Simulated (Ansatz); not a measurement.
PbS:
```
CELL_PARAMETERS angstrom
      3.89662     0.00000     0.00000
     -1.94831     3.37457     0.00000
      0.00000     0.00000    29.00000
ATOMIC_POSITIONS crystal
  Pb 0.00000 0.00000 0.47516
  S  0.33333 0.66667 0.52484
```
Free-standing layer in the xy plane with vacuum along z and no interaction between images.

Relaxed with r²SCAN+D4. Special points in fractions of this cell's reciprocal vectors: Γ (0.000, 0.000, 0.000); M (0.500, 0.000, 0.000); K (0.333, 0.333, 0.000).

List the band energies nearest the valence-band maximum at these points for r²SCAN+D4 in the plane-wave PAW code Ansatz.

In eV from the valence-band maximum; about four levels below and three above (degenerate sets whole), none deeper than 8.9 eV; … stands for higher levels left out; points with the same levels are listed once.

```
k                    below   above
-  -----------------------  ------
Γ  -6.48 -0.37 -0.37 -0.12  2.57 …
M  -7.24 -2.42 -1.36 -0.74  2.82 …
K  -7.27 -2.91 -1.63 -0.74  3.12 …
```

Space group P3m1 (buckled honeycomb). The layer was cut from a bulk entry of the Materials Project (measured or hypothetical); whether that bulk phase is the ambient one, and whether the layer has been isolated, was not checked. The cell was relaxed with r²SCAN+D4 under the symmetry of its start; whether a distortion lowers the energy is not shown. Scalar-relativistic: spin–orbit coupling is off unless named, which matters more the heavier the elements.

Potentials: the later of the program's two PAW sets.
